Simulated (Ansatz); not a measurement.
## Property card for Tc

Tc:
```
Tc
1.0
    2.75140     0.00000     0.00000
   -1.37570     2.38279     0.00000
    0.00000     0.00000     8.81381
Tc
4
Direct
  0.00000   0.00000   0.00000
  0.00000   0.00000   0.50000
  0.33333   0.66667   0.25000
  0.66667   0.33333   0.75000
```

Space group P6_3/mmc (No. 194), dhcp (α-La type); conventional cell a = b = 2.7514 Å, c = 8.8138 Å, α = β = 90.00°, γ = 120.00°.

Method: the program Ansatz at the PBE level (PAW). Geometry: relaxed at this level of theory. Other levels are named where they apply.

**Cell and energy**

```
Quantity              Result
---------------  -----------
Volume per atom     14.45 Å³
Density          11.25 g/cm³
```

**Electronic structure**

```
Item                                                                        Result
------------------------------------  --------------------------------------------
Electronic character                                             metallic (no gap)
Density of states at the Fermi level  0.83 states/eV per atom (mean over ±0.08 eV)
```

The first step of the workflow began from a Materials Project structure, measured or hypothetical. Its sites differ from those of the usual phase in this space group: another stacking or structure type. The cell was relaxed with PBE under the symmetry of its start; whether a distortion lowers the energy is not shown. The run is not spin-polarised. Axis ratios of metals converge slowly with the k-mesh, so a and c are less sure than the volume. Scalar-relativistic: spin–orbit coupling is off unless named, which matters more the heavier the elements.

Potentials: the later of the program's two PAW sets.
